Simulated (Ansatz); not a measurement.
# Cd started on a Ba site and Cd started on a Ba site, 5.61 Å apart on the ideal sites in cubic perovskite BaTiO3, 40 atoms, charge 0

These are results of DFT, PBEsol, PAW, plane waves in Ansatz 0.2.0, not measurements.

Command:

```sh
ansatz run in.yaml --threads 8 --pin off --max-ram 13300MiB --runs-dir r --events-out ev --progress --plain
```

The input less its lattice and atoms:

```yaml
crystal:
  symmetry: { detect: false }
kpoints:
  mp_grid: { grid: [1, 1, 1], shift: [0.25, 0.25, 0.25] }
hamiltonian:
  xc: pbesol
scf:
  occupations: { method: fermi_dirac, width: 0.01 }
relax:
  f_tol: 0.03
  max_steps: 80
  escape_saddle: false
  adjacent_minimum: "off"
output:
  forces: true
  eigenvalues: true
  populations: true
  write_density: true
  write_potential: true
  elf: true
  volumetric_format: npy
```

Start:

```
Ba Cd Ti O
1.0
     7.94042    0.00000    0.00000
     0.00000    7.94042    0.00000
     0.00000    0.00000    7.94042
Ba Cd Ti O
6 2 8 24
Direct
  0.00399 0.99815 0.00070
  0.00398 0.50471 0.00082
  0.00027 0.50409 0.50090
  0.49874 0.99804 0.00243
  0.50023 0.00143 0.49754
  0.49947 0.49846 0.99721
  0.99908 0.00237 0.49630
  0.49897 0.49729 0.49968
  0.24994 0.24757 0.25159
  0.24771 0.25562 0.75069
  0.25168 0.74653 0.24568
  0.25312 0.75020 0.74766
  0.74699 0.24458 0.25175
  0.74765 0.24924 0.75303
  0.75079 0.75055 0.24965
  0.74760 0.74617 0.75010
  0.25320 0.25084 0.99811
  0.25578 0.25089 0.50141
  0.24891 0.75259 0.00050
  0.24765 0.74944 0.49690
  0.74855 0.25015 0.99912
  0.75379 0.24911 0.49908
  0.75047 0.75073 0.00007
  0.75009 0.74964 0.50187
  0.00727 0.24821 0.25096
  0.99903 0.25182 0.74953
  0.00410 0.74851 0.24554
  0.99879 0.74862 0.74867
  0.50237 0.24912 0.24632
  0.50167 0.24868 0.74929
  0.50056 0.75029 0.25386
  0.50222 0.75072 0.75039
  0.25191 0.99188 0.24757
  0.25263 0.00210 0.74991
  0.24995 0.49815 0.25101
  0.24485 0.49847 0.75012
  0.74461 0.00305 0.24675
  0.75291 0.99878 0.75274
  0.74908 0.49809 0.25106
  0.75267 0.50138 0.75002
```

Steps:

| step | energy less the first (eV) | largest force component (eV/Å) |
| --- | --- | --- |
| start | 0.000 | 0.861 |
| 1 | -0.408 | 0.171 |
| 2 | -0.455 | 0.345 |
| 3 | -0.517 | 0.524 |
| 4 | -0.617 | 0.431 |
| 5 | -0.806 | 0.408 |
| 6 | -0.917 | 0.426 |
| 7 | -0.952 | 0.253 |
| 8 | -0.989 | 0.098 |
| 9 | -0.997 | 0.020 |
| 10 | -0.997 | 0.020 |

A structure on the way, about -0.81 eV from the start:

```
Ba Cd Ti O
1.0
     7.94042    0.00000    0.00000
     0.00000    7.94042    0.00000
     0.00000    0.00000    7.94042
Ba Cd Ti O
6 2 8 24
Direct
  0.99524 0.99837 0.99664
  0.00165 0.49820 0.99839
  0.99480 0.49861 0.49967
  0.50138 0.99769 0.99906
  0.49467 0.99804 0.49837
  0.49478 0.49756 0.00035
  0.93091 0.99621 0.50515
  0.43155 0.49720 0.48564
  0.23782 0.24089 0.24775
  0.24181 0.24460 0.74528
  0.23795 0.75083 0.24300
  0.24099 0.74985 0.74020
  0.74055 0.24782 0.25171
  0.73856 0.24796 0.74864
  0.74055 0.74102 0.24777
  0.73820 0.73888 0.74608
  0.25636 0.24636 0.00121
  0.27026 0.27060 0.49992
  0.25599 0.75478 0.00336
  0.27016 0.73033 0.50208
  0.75602 0.25439 0.00132
  0.76753 0.23343 0.50179
  0.75699 0.74761 0.00314
  0.77015 0.77058 0.50346
  0.01084 0.25048 0.25174
  0.01328 0.24766 0.74674
  0.01047 0.75305 0.25317
  0.01273 0.75606 0.74665
  0.51130 0.25560 0.25502
  0.51155 0.25340 0.74981
  0.51131 0.74758 0.25524
  0.51264 0.74968 0.75148
  0.25871 0.00135 0.25470
  0.26223 0.00183 0.74457
  0.25506 0.50235 0.24529
  0.25562 0.50216 0.75404
  0.75650 0.00321 0.24890
  0.75527 0.00425 0.75559
  0.75980 0.50242 0.25601
  0.76112 0.50337 0.74761
```

End:

```xyz
40
Lattice="7.9404 0.0000 0.0000 0.0000 7.9404 0.0000 0.0000 0.0000 7.9404" Properties=species:S:1:pos:R:3 pbc="T T T"
Ba    7.9191    7.9103    7.8978
Ba    7.9387    3.9363    7.9137
Ba    7.9179    3.9451    3.9541
Ba    3.9691    7.9183    7.9132
Ba    3.9430    7.9243    3.9537
Ba    3.9488    3.9279    7.9034
Cd    7.4937    7.7664    3.9218
Cd    3.5774    3.8723    3.7492
Ti    1.9004    1.8932    1.9455
Ti    1.9179    1.9031    5.8711
Ti    1.9268    5.9284    1.9396
Ti    1.9509    5.8815    5.8511
Ti    5.9196    1.9366    1.9504
Ti    5.9081    1.9286    5.8549
Ti    5.8718    5.8611    1.9470
Ti    5.8694    5.8629    5.8828
O     2.0808    1.9669    0.0554
O     2.0445    2.1241    3.9975
O     1.9412    6.0100    0.0605
O     2.2356    5.7985    3.9982
O     5.9461    2.0061    0.0639
O     6.1547    1.8718    4.0025
O     6.0705    5.9501    0.0522
O     5.9370    6.0172    3.9994
O     0.0559    1.9594    1.9750
O     0.0802    2.0036    6.0243
O     0.0736    6.1526    2.2099
O     0.0860    6.0664    5.8102
O     4.0508    2.1739    2.1644
O     4.0599    2.0552    5.8894
O     4.0231    5.9204    1.9506
O     4.0391    5.9785    6.0630
O     2.1062    0.0475    2.0433
O     2.0680    0.0494    5.9223
O     1.9465    4.0271    1.9668
O     1.9927    4.0215    6.0296
O     5.9324    0.0450    2.0090
O     5.9874    0.0343    5.9798
O     6.0713    4.0157    2.0296
O     6.0372    4.0075    5.9555
```

Self-consistency was reached.

Time: 36 s of wall time on 8 threads of a Platinum 8375C processor, on a host shared with other runs; peak host memory 1.1 GiB.

**Question.** How much energy did the relaxation gain, and which atom moved most?

**Answer.** 1.00 eV in 10 steps, from a start with small random displacements (the gain also holds any tilting of the ideal host); atom 7 (Cd) moved 0.48 Å, the median atom 0.11 Å (drift of the whole cell removed).

The one k point has no symmetry partners, which can distort the end along one axis.
